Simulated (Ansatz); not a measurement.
AlNi (CsCl type)

```
AlNi
1.0
    2.86332     0.00000     0.00000
    0.00000     2.86332     0.00000
    0.00000     0.00000     2.86332
Al Ni
1 1
Direct
  0.00000   0.00000   0.00000
  0.50000   0.50000   0.50000
```

In this cell atom 2 (Ni, nearest neighbour Al at 2.480 Å; its periodic images, 2.9 Å or more away, move with it) is moved by u·(0.707, 0.707, 0.000) + v·(0.000, 0.000, 1.000); the rest is frozen.

Method: r2SCAN (plane waves to 500 eV, PAW, scalar-relativistic; Ansatz, a quantum-chemistry and plane-wave program). k mesh 13×13×13 (Γ-centred), Fermi-Dirac smearing 0.05 eV. Stress and pressure are positive under compression. With partly filled bands, energies and forces of such displacements shift with the k mesh and the smearing. AlNi is run without spin polarisation. AlNi was relaxed with its symmetry unable to fall. The PAW data are Ansatz's earlier set. The last digit holds for this mesh only.

Changes of P (GPa) from the point u = 0.000 Å, v = 0.000 Å when one coordinate moves alone (two changes are said to add if the coupling is within 5 % of the smaller one, nearly so within 20 %):

| point | change |
|---|---|
| u = 0.000 Å, v = -0.370 Å | 9.23 |
| u = 0.000 Å, v = -0.247 Å | 4.19 |
| u = 0.000 Å, v = -0.123 Å | 1.06 |
| u = -0.370 Å, v = 0.000 Å | 9.90 |
| u = -0.247 Å, v = 0.000 Å | 4.32 |
| u = -0.123 Å, v = 0.000 Å | 1.07 |
| u = 0.123 Å, v = 0.000 Å | 1.07 |
| u = 0.247 Å, v = 0.000 Å | 4.32 |
| u = 0.370 Å, v = 0.000 Å | 9.90 |
| u = 0.000 Å, v = 0.123 Å | 1.06 |
| u = 0.000 Å, v = 0.247 Å | 4.19 |
| u = 0.000 Å, v = 0.370 Å | 9.23 |

Q: Do the two effects add at u = -0.247 Å, v = -0.370 Å? Give the computed change.

A: The sum of the single changes is 4.32 + (9.23) = 13.55; the calculation gives 14.44, so the coupling contributes 0.89 (over 20 % of the smaller single change, not additive).

Q: Do the two effects add at u = 0.370 Å, v = -0.247 Å? Give the computed change.

A: The sum of the single changes is 9.90 + (4.19) = 14.09; the calculation gives 15.02, so the coupling contributes 0.93 (over 20 % of the smaller single change, not additive).

Q: Do the two effects add at u = 0.123 Å, v = 0.370 Å? Give the computed change.

A: The sum of the single changes is 1.07 + (9.23) = 10.30; the calculation gives 10.52, so the coupling contributes 0.22 (over 20 % of the smaller single change, not additive).

(For displaced atoms, the force is minus the slope of the energy, and its curvature is a force constant, which sets phonon frequencies.)
